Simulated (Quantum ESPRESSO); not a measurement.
# Ta2Mg2Ag2TiSc: one run as intended and one with a planted mistake

Simulated, not a measurement. The program is pw.x of Quantum ESPRESSO 7.5 (plane-wave density functional theory). The cell is made up: eight metal atoms on a hexagonal close-packed lattice, with elements, volume, strain and displacements drawn at random and not relaxed, so it may be unstable or far from any real phase. PseudoDojo standard norm-conserving files set the functional (PBE unless stated); there is no spin polarisation or spin-orbit coupling, the Fermi-Dirac width of 0.25 eV means electrons at about 2900 K, and the masses in the input are unused placeholders. Heavy elements are run without spin-orbit coupling, which real alloys of them have. A spin test at this wide smearing found no moment, but such smearing suppresses magnetism that the real alloy may have.

Intended input:

```
&control calculation='scf', pseudo_dir='./dojo.nc.sr.pbe.v0_5.standard.upf', outdir='./o', disk_io='minimal', tprnfor=.true., tstress=.true. /
&system ibrav=0, nat=8, ntyp=5, nbnd=67, ecutwfc=84.00895049, nosym=.true., tot_charge=0,
 occupations='smearing', smearing='fd', degauss=0.0183746611
/
&electrons conv_thr=1.470e-08, electron_maxstep=70, mixing_beta=0.5 /
ATOMIC_SPECIES
Ag 1.0 Ag.upf
Mg 1.0 Mg.upf
Sc 1.0 Sc.upf
Ta 1.0 Ta.upf
Ti 1.0 Ti.upf
CELL_PARAMETERS angstrom
-0.0933 5.2264 -0.0538
2.9412 -0.1051 4.8638
3.0031 -0.0026 -4.9013
ATOMIC_POSITIONS angstrom
Ta 0.0639 0.0495 0.0452
Mg 2.9793 -0.0229 0.0593
Ag 3.0424 1.7207 -2.5527
Ta 2.9818 1.7227 2.4814
Ti 1.4565 2.6279 -0.0051
Sc 4.5068 2.4715 -0.0305
Ag 1.4506 4.447 -2.4087
Mg 1.4177 4.2225 2.4631
K_POINTS automatic
5 5 5 1 1 1
```

The log is shortened where brackets say so; the opening notice, blank lines, dates and the lines on written files are dropped, and the path of the files is cut. It prints rydbergs, bohrs and kilobars, and counts compression as positive stress. Its total energy is the free energy E - TS of the whole cell.

Log of the intended run:

```
     Program PWSCF v.7.5
     Parallel version (MPI & OpenMP), running on       4 processor cores
     Number of MPI processes:                 4
     Threads/MPI process:                     1
     [start-up lines left out]
     bravais-lattice index     =            0
     lattice parameter (alat)  =       9.8786  a.u.
     unit-cell volume          =    1023.1536 (a.u.)^3
     number of atoms/cell      =            8
     number of atomic types    =            5
     number of electrons       =       107.00
     number of Kohn-Sham states=           67
     kinetic-energy cutoff     =      84.0090  Ry
     charge density cutoff     =     336.0358  Ry
     scf convergence threshold =      1.5E-08
     mixing beta               =       0.5000
     number of iterations used =            8  plain     mixing
     Exchange-correlation= PBE
                           (   1   4   3   4   0   0   0)
     [axes and pseudopotential details left out]
   Cartesian axes
     site n.     atom                  positions (alat units)
         1        Ta     tau(   1) = (   0.0122238   0.0094691   0.0086466  )
         2        Mg     tau(   2) = (   0.5699272  -0.0043807   0.0113438  )
         3        Ag     tau(   3) = (   0.5819980   0.3291625  -0.4883205  )
         4        Ta     tau(   4) = (   0.5704055   0.3295451   0.4746811  )
         5        Ti     tau(   5) = (   0.2786222   0.5027059  -0.0009756  )
         6        Sc     tau(   6) = (   0.8621314   0.4727873  -0.0058345  )
         7        Ag     tau(   7) = (   0.2774935   0.8506919  -0.4607739  )
         8        Mg     tau(   8) = (   0.2711999   0.8077460   0.4711804  )
     number of k points=    63  Fermi-Dirac smearing, width (Ry)=  0.0184
                       cart. coord. in units 2pi/alat
        k(    1) = (   0.1777672   0.1032174   0.0022103), wk =   0.0320000
        k(    2) = (   0.3530189   0.1052555  -0.1037226), wk =   0.0320000
     [further k points left out]
     Dense  grid:   106503 G-vectors     FFT dimensions: (  60,  64,  64)
     Estimated max dynamical RAM per process >     409.28 MB
     Estimated total dynamical RAM >       1.52 GB
     Initial potential from superposition of free atoms
     starting charge     106.9914, renormalised to     107.0000
     Starting wfcs are   70 randomized atomic wfcs
     total cpu time spent up to now is        7.3 secs
     per-process dynamical memory:   327.5 Mb
     Self-consistent Calculation
     iteration #  1     ecut=    84.01 Ry     beta= 0.50
     Davidson diagonalization with overlap
     ethr =  1.00E-02,  avg # of iterations =  3.7
     total cpu time spent up to now is       28.6 secs
     total energy              =   -1332.11674038 Ry
     estimated scf accuracy    <       2.32198074 Ry
     iteration #  2     ecut=    84.01 Ry     beta= 0.50
     Davidson diagonalization with overlap
     ethr =  2.17E-03,  avg # of iterations =  4.5
     total cpu time spent up to now is       52.4 secs
     total energy              =   -1332.90877452 Ry
     estimated scf accuracy    <       6.37862296 Ry
     [iterations 3 to 13 left out]
     iteration # 14     ecut=    84.01 Ry     beta= 0.50
     Davidson diagonalization with overlap
     ethr =  2.26E-10,  avg # of iterations =  2.0
     total cpu time spent up to now is      274.8 secs
     total energy              =   -1333.46019716 Ry
     estimated scf accuracy    <       0.00000004 Ry
     iteration # 15     ecut=    84.01 Ry     beta= 0.50
     Davidson diagonalization with overlap
     ethr =  3.68E-11,  avg # of iterations =  4.6
     total cpu time spent up to now is      293.4 secs
     End of self-consistent calculation
     [lines on levels left out]
!    total energy              =   -1333.46019717 Ry
     estimated scf accuracy    <          3.4E-09 Ry
     smearing contrib. (-TS)   =      -0.12602647 Ry
     internal energy E=F+TS    =   -1333.33417070 Ry
     The total energy is F=E-TS. E is the sum of the following terms:
     one-electron contribution =    -609.46287130 Ry
     hartree contribution      =     334.72532256 Ry
     xc contribution           =    -217.06860762 Ry
     ewald contribution        =    -841.52801433 Ry
     convergence has been achieved in  15 iterations
     Forces acting on atoms (cartesian axes, Ry/au):
     atom    1 type  4   force =     0.01099972    0.01377969   -0.03569793
     atom    2 type  2   force =     0.00376282   -0.00411120   -0.00808355
     atom    3 type  1   force =    -0.00734531    0.00773342    0.02031201
     atom    4 type  4   force =     0.01708762   -0.02611368    0.01926027
     atom    5 type  5   force =    -0.00926566   -0.01931366   -0.00434735
     atom    6 type  3   force =    -0.00143084    0.01477175    0.02116782
     atom    7 type  1   force =    -0.00242200   -0.00709552   -0.00676321
     atom    8 type  2   force =    -0.01138635    0.02034920   -0.00584807
     Total force =     0.073340     Total SCF correction =     0.000275
     Computing stress (Cartesian axis) and pressure
          total   stress  (Ry/bohr**3)                   (kbar)     P=       13.10
   0.00024577   0.00005406  -0.00008002           36.15        7.95      -11.77
   0.00005406  -0.00001723   0.00010111            7.95       -2.53       14.87
  -0.00008002   0.00010111   0.00003858          -11.77       14.87        5.68
     init_run     :      6.22s CPU      6.50s WALL (       1 calls)
     electrons    :    285.40s CPU    286.14s WALL (       1 calls)
     forces       :      2.54s CPU      2.56s WALL (       1 calls)
     stress       :      9.01s CPU      9.02s WALL (       1 calls)
     [timing details left out]
     PWSCF        :   5m 4.04s CPU   5m 5.10s WALL
     JOB DONE.
```

A second run has one planted mistake: one coordinate of one atom is wrong. The input lines that differ:

```
- Sc 4.5068 2.4715 -0.0305
+ Sc 4.5068 2.3015 -0.0305
```

Its log:

```
     Program PWSCF v.7.5
     Parallel version (MPI & OpenMP), running on       4 processor cores
     Number of MPI processes:                 4
     Threads/MPI process:                     1
     [start-up lines left out]
     bravais-lattice index     =            0
     lattice parameter (alat)  =       9.8786  a.u.
     unit-cell volume          =    1023.1536 (a.u.)^3
     number of atoms/cell      =            8
     number of atomic types    =            5
     number of electrons       =       107.00
     number of Kohn-Sham states=           67
     kinetic-energy cutoff     =      84.0090  Ry
     charge density cutoff     =     336.0358  Ry
     scf convergence threshold =      1.5E-08
     mixing beta               =       0.5000
     number of iterations used =            8  plain     mixing
     Exchange-correlation= PBE
                           (   1   4   3   4   0   0   0)
     [axes and pseudopotential details left out]
   Cartesian axes
     site n.     atom                  positions (alat units)
         1        Ta     tau(   1) = (   0.0122238   0.0094691   0.0086466  )
         2        Mg     tau(   2) = (   0.5699272  -0.0043807   0.0113438  )
         3        Ag     tau(   3) = (   0.5819980   0.3291625  -0.4883205  )
         4        Ta     tau(   4) = (   0.5704055   0.3295451   0.4746811  )
         5        Ti     tau(   5) = (   0.2786222   0.5027059  -0.0009756  )
         6        Sc     tau(   6) = (   0.8621314   0.4402670  -0.0058345  )
         7        Ag     tau(   7) = (   0.2774935   0.8506919  -0.4607739  )
         8        Mg     tau(   8) = (   0.2711999   0.8077460   0.4711804  )
     number of k points=    63  Fermi-Dirac smearing, width (Ry)=  0.0184
                       cart. coord. in units 2pi/alat
        k(    1) = (   0.1777672   0.1032174   0.0022103), wk =   0.0320000
        k(    2) = (   0.3530189   0.1052555  -0.1037226), wk =   0.0320000
     [further k points left out]
     Dense  grid:   106503 G-vectors     FFT dimensions: (  60,  64,  64)
     Estimated max dynamical RAM per process >     409.28 MB
     Estimated total dynamical RAM >       1.52 GB
     Initial potential from superposition of free atoms
     starting charge     106.9914, renormalised to     107.0000
     Starting wfcs are   70 randomized atomic wfcs
     total cpu time spent up to now is       10.9 secs
     per-process dynamical memory:   327.5 Mb
     Self-consistent Calculation
     iteration #  1     ecut=    84.01 Ry     beta= 0.50
     Davidson diagonalization with overlap
     ethr =  1.00E-02,  avg # of iterations =  3.8
     total cpu time spent up to now is       34.4 secs
     total energy              =   -1332.10568637 Ry
     estimated scf accuracy    <       2.33895581 Ry
     iteration #  2     ecut=    84.01 Ry     beta= 0.50
     Davidson diagonalization with overlap
     ethr =  2.19E-03,  avg # of iterations =  4.5
     total cpu time spent up to now is       57.1 secs
     total energy              =   -1332.88447034 Ry
     estimated scf accuracy    <       6.19026198 Ry
     [iterations 3 to 13 left out]
     iteration # 14     ecut=    84.01 Ry     beta= 0.50
     Davidson diagonalization with overlap
     ethr =  3.72E-10,  avg # of iterations =  1.2
     total cpu time spent up to now is      277.7 secs
     total energy              =   -1333.44903151 Ry
     estimated scf accuracy    <       0.00000004 Ry
     iteration # 15     ecut=    84.01 Ry     beta= 0.50
     Davidson diagonalization with overlap
     ethr =  3.63E-11,  avg # of iterations =  3.1
     total cpu time spent up to now is      292.5 secs
     End of self-consistent calculation
     [lines on levels left out]
!    total energy              =   -1333.44903151 Ry
     estimated scf accuracy    <          6.1E-09 Ry
     smearing contrib. (-TS)   =      -0.12513766 Ry
     internal energy E=F+TS    =   -1333.32389384 Ry
     The total energy is F=E-TS. E is the sum of the following terms:
     one-electron contribution =    -611.35249000 Ry
     hartree contribution      =     335.67353880 Ry
     xc contribution           =    -217.09232458 Ry
     ewald contribution        =    -840.55261807 Ry
     convergence has been achieved in  15 iterations
     Forces acting on atoms (cartesian axes, Ry/au):
     atom    1 type  4   force =     0.01799272   -0.00402528   -0.03119643
     atom    2 type  2   force =    -0.00351867   -0.02076282   -0.00646857
     atom    3 type  1   force =    -0.00695199    0.00702455    0.02157669
     atom    4 type  4   force =     0.01781524   -0.02699035    0.01692984
     atom    5 type  5   force =    -0.00877662   -0.01774296   -0.00550565
     atom    6 type  3   force =    -0.00243385    0.05480599    0.01386369
     atom    7 type  1   force =    -0.00294509   -0.00932468   -0.00980746
     atom    8 type  2   force =    -0.01118173    0.01701554    0.00060789
     Total force =     0.089022     Total SCF correction =     0.000331
     Computing stress (Cartesian axis) and pressure
          total   stress  (Ry/bohr**3)                   (kbar)     P=       17.11
   0.00029486   0.00006317  -0.00008104           43.37        9.29      -11.92
   0.00006317  -0.00000414   0.00010565            9.29       -0.61       15.54
  -0.00008104   0.00010565   0.00005829          -11.92       15.54        8.57
     init_run     :      8.40s CPU      8.77s WALL (       1 calls)
     electrons    :    280.52s CPU    281.57s WALL (       1 calls)
     forces       :      2.46s CPU      2.48s WALL (       1 calls)
     stress       :      8.79s CPU      8.79s WALL (       1 calls)
     [timing details left out]
     PWSCF        :   5m 2.32s CPU   5m 3.86s WALL
     JOB DONE.
```

|  | intended run | run with the mistake |
| --- | --- | --- |
| free energy (eV) | -18142.650 | -18142.498 |
| entropy term -TS, part of it (eV) | -1.715 | -1.703 |
| pressure (GPa) | 1.31 | 1.71 |
| size of the largest force component (eV/Å) | 0.918 | 1.409 |
| largest change of a force component (eV/Å) |  | 1.029 |
| iterations | 15 | 15 |

For scale, a rerun of the intended cell at a higher cutoff and on a denser mesh moved values by no more than 0.003 eV in energy, 0.03 GPa in stress and 0.006 eV/Å in force, and a second program with other atomic files agreed on that cell to 2 % rms in force and 0.5 GPa in pressure.